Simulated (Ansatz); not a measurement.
Ansatz (an electronic-structure program) input:

Ansatz 0.2 input:
```yaml
crystal:
  lattice:
    - [3.51906847, 0.0, 0.0]
    - [0.0, 3.51906847, 0.0]
    - [0.0, 0.0, 3.51906847]
  atoms:
    - { symbol: Ni, position: [0.0, 0.5, 0.5], spin: 0.25 }
    - { symbol: Ni, position: [0.5, 0.5, 0.0], spin: 0.25 }
    - { symbol: Ni, position: [0.5, 0.0, 0.5], spin: 0.25 }
    - { symbol: Al, position: [0.0, 0.0, 0.0], spin: -0.04 }
kpoints:
  mp_grid: { grid: [24, 24, 24] }
hamiltonian:
  xc: pbesol
  pseudopotentials: { kind: paw }
magnetization: { spin_polarized: true }
scf:
  occupations: { method: fermi_dirac, width: 0.1 }
elastic: { mode: relaxed_ion, stencil: two_point, amplitude: 0.005, f_tol: 0.0005 }
```

Output (shortened):

```
Pseudopotential: Ni, paw, valence charge 18
Pseudopotential: Al, paw, valence charge 3
Functional definition: PBEsol
a single point of the input's cell can leave the moments in the input for a lower state (scf.lower_state_search) …
Crystal: 4 atoms, lattice volume = 43.580 Å³
Basis set: ecut = 420 eV, 847 PW (Γ), exchange–correlation on 48×48×48 points (8 copies of the dense FFT grid, shifted against one another)
Bands: 35, of which v1, the nominal top of the filled ones, is band 29 counted from 1 (28 counted from 0)
Symmetry: 48 space group operations
Space group: Pm-3m (ITA 221), of the structure as read, at distance tolerance 3.5e-5 Å
k-points: 455 of 13824
Starting moments: Σ|m| = 0.79 μB on 4 of 4 sites
SCF 1 converged in 17 iterations: F = -17941.308975 eV  dr2 = 2.27e-10
Crystal: 4 atoms, lattice volume = 43.580 Å³
Starting moments: Σ|m| = 6.04 μB on 4 of 4 sites
SCF 2 converged in 23 iterations: F = -17941.308975 eV  dr2 = 1.39e-11
WARN: a single point of the input's cell can leave the moments in the input for a lower state (scf.lower_state_search) …
Crystal: 4 atoms, lattice volume = 43.580 Å³
Stability of the state it starts from, as read at its close in the collinear treatment …
spin=Collinear: Kerker preconditioning applied to the charge; magnetization (m = ρ↑ − ρ↓) channel mixes plain (no charge-response kernel on spin).
SCF 3 converged in 8 iterations: F = -17941.308975 eV  dr2 = 2.88e-14
WARN: this state was not checked for a lower one beside it: the run's test of it (scf.lower_state_search) could not run behind this SCF …
Crystal: 4 atoms, lattice volume = 43.362 Å³
Symmetry: 16 space group operations
k-points: 1183 of 13824
spin=Collinear: Kerker preconditioning applied to the charge; magnetization (m = ρ↑ − ρ↓) channel mixes plain (no charge-response kernel on spin).
SCF 4 converged in 14 iterations: F = -17941.308017 eV  dr2 = 2.00e-14
Crystal: 4 atoms, lattice volume = 43.797 Å³
spin=Collinear: Kerker preconditioning applied to the charge; magnetization (m = ρ↑ − ρ↓) channel mixes plain (no charge-response kernel on spin).
SCF 5 converged in 19 iterations: F = -17941.308122 eV  dr2 = 2.49e-14
Crystal: 4 atoms, lattice volume = 43.579 Å³
Symmetry: 8 space group operations
k-points: 2041 of 13824
spin=Collinear: Kerker preconditioning applied to the charge; magnetization (m = ρ↑ − ρ↓) channel mixes plain (no charge-response kernel on spin).
SCF 6 converged in 14 iterations: F = -17941.308487 eV  dr2 = 3.71e-14
Crystal: 4 atoms, lattice volume = 43.579 Å³
spin=Collinear: Kerker preconditioning applied to the charge; magnetization (m = ρ↑ − ρ↓) channel mixes plain (no charge-response kernel on spin).
SCF 7 converged in 22 iterations: F = -17941.308487 eV  dr2 = 5.07e-14
SCF converged after 8 iterations
Magnetization: 0.0000 μB (28.5000 up, 28.5000 down)
Absolute magnetization: 0.0000 μB (∫|ρ↑−ρ↓|)
Spin contamination: 0.0000 ħ² per cell (⟨S²⟩ above its minimum at these occupations)
Per-site moments (μB) at R_I (Å): [(0.0, 1.026447336171167), (0.0, 1.026447336171167), (0.0, 1.026447336171167), (0.0, 1.026447336171167)]
Free energy (F): -17941.308975 eV
Harris-Foulkes:  -17941.308975 eV  (|F-HF|=0.00e0)
Internal energy: -17941.168763 eV  (E = F + TS)
E sigma→0 (E₀):  -17941.238869 eV
Entropy (-TS):   -0.140213 eV (-35.053 meV/atom)
Fermi energy:    16.370112 eV
--- Per-component energies (eV) ---
  E_band       = -901.718573
  E_kinetic    = 880.298795
  E_local      = -11850.347189  (includes V_loc(G=0)·N_el)
  E_nonlocal   = 1919.713063
  E_hartree    = 5043.607691
  E_xc         = -296.369238
  E_vxc        = -361.767521  (∫ρ·V_xc dr)
  E_paw        = -5241.003146  (= ΣΔE_a)
  E_vpaw       = -1576.832709  (= ΣTr[D̂ρ^β])
  E_aug_tail   = 0.001584  (compensation charges beyond the density's cutoff)
  E_ewald      = -8397.681328
  E_core_change = 0.611006  (= ΣΔE_core)
  E_smearing   = -0.140213  (= −TS)
  E_closure    =  0.000000  (closes the sum)
  Σ components = -17941.308975   (vs F -17941.308975, Δ=0.00e0)
--- Forces (eV/Å), atoms counted from 1 ---
  atom   1  Ni     0.00000000     0.00000000     0.00000000
  atom   2  Ni     0.00000000     0.00000000     0.00000000
  atom   3  Ni     0.00000000     0.00000000     0.00000000
  atom   4  Al     0.00000000     0.00000000     0.00000000
  max |Σ_I F_I| component: 0.0 eV/Å
--- Stress (GPa, compression-positive) ---
        0.036043       0.000000       0.000000
        0.000000       0.036043       0.000000
        0.000000       0.000000       0.036043
  P = ⅓ Tr σ = 0.0360 GPa (0.360 kbar)
--- Band table (eV; the first three rows and the last of 910) ---
  k-point 0 ↑: bands = ["-86.3276", "-86.2930", "-86.2930", "-46.9319", "-46.9319", "-46.9319", "-46.8616", "-46.8616", "-46.8616", "-46.7636", "-46.7636", "-46.7636", "6.1076", "11.8744", "12.6056", "12.6056", "13.0408", "13.0408", "13.0408", "15.0577", …
  k-point 1 ↑: bands = ["-86.3274", "-86.2931", "-86.2930", "-46.9316", "-46.9316", "-46.9314", "-46.8617", "-46.8617", "-46.8616", "-46.7642", "-46.7638", "-46.7638", "6.1294", "11.8819", "12.5920", "12.6200", "13.0443", "13.0443", "13.0463", "15.0443", …
  k-point 2 ↑: bands = ["-86.3271", "-86.2935", "-86.2930", "-46.9305", "-46.9305", "-46.9297", "-46.8620", "-46.8620", "-46.8617", "-46.7660", "-46.7646", "-46.7646", "6.1948", "11.9022", "12.5507", "12.6625", "13.0546", "13.0546", "13.0626", "15.0051", …
  k-point 454 ↓: bands = ["-86.3044", "-86.3044", "-86.3044", "-46.9410", "-46.9395", "-46.9395", "-46.9395", "-46.8091", "-46.8091", "-46.8091", "-46.7482", "-46.7482", "10.5787", "12.3065", "12.3065", "12.3065", "14.2101", "14.2101", "14.2101", "14.3478", …
--- Elastic constants: 2 strain directions × 2 members + reference (group order 48) ---
  dense FFT box of the reference and of every strained cell: 24×24×24
  strains applied: 11, 23; error gains: componentwise 1.00 (the most a stress slope's error grows in a printed constant), spectral 1.73 (1 for all six strains …
  C = ∂σ_k/∂η_j (tension-positive GPa; Voigt order 11 22 33 23 13 12):
       266.146    172.202    172.202      0.000      0.000      0.000
       172.202    266.146    172.202      0.000      0.000      0.000
       172.202    172.202    266.146      0.000      0.000      0.000
         0.000      0.000      0.000    143.604      0.000      0.000
         0.000      0.000      0.000      0.000    143.604      0.000
         0.000      0.000      0.000      0.000      0.000    143.604
  reference stress σ⁰ (GPa):     -0.036     -0.036     -0.036      0.000      0.000      0.000
  moduli (Voigt/Reuss/Hill, GPa): K = 203.52/203.52/203.52   G = 104.95/78.78/91.86   E = 239.55   ν = 0.304
  mechanically stable: yes (min eigenvalue of sym C = 93.94 GPa)
  strain η (Voigt 11):  stress-route row diagonal C_11 = 266.15 GPa, energy-path curvature d²(F+E_count+ΔE)/dδ²/Ω₀ = 266.25 GPa
         δ    σ_11 (GPa)             F (eV)   n_scf  n_hpsi   n_pw
    -5.000e-3      -1.3809      -17941.3080167      14  937586    876   relax 0 steps, max|allowed force component| 0.0 eV/Å
     5.000e-3       1.2806      -17941.3081217      19  1191349    880   relax 0 steps, max|allowed force component| 0.0 eV/Å
  strain η (Voigt 23):  stress-route row diagonal C_44 = 143.60 GPa, energy-path curvature d²(F+E_count+ΔE)/dδ²/Ω₀ = 143.54 GPa
         δ    σ_23 (GPa)             F (eV)   n_scf  n_hpsi   n_pw
    -5.000e-3      -0.7180      -17941.3084867      14  1778044    876   relax 0 steps, max|allowed force component| 0.0 eV/Å
     5.000e-3       0.7180      -17941.3084867      22  2308254    876   relax 0 steps, max|allowed force component| 0.0 eV/Å
```

Cost: around 8 core-minutes (rough) on shared cores.

The PBEsol relaxation kept the symmetry of its start. Magnetic state: ferromagnetic, the only order run, not a proven ground state. As this level gives no gap, shear constants depend on the k-mesh and smearing (Fermi–Dirac, 0.1 eV here).

Potentials: the later of the program's two PAW sets.

Ansatz is a plane-wave DFT program.
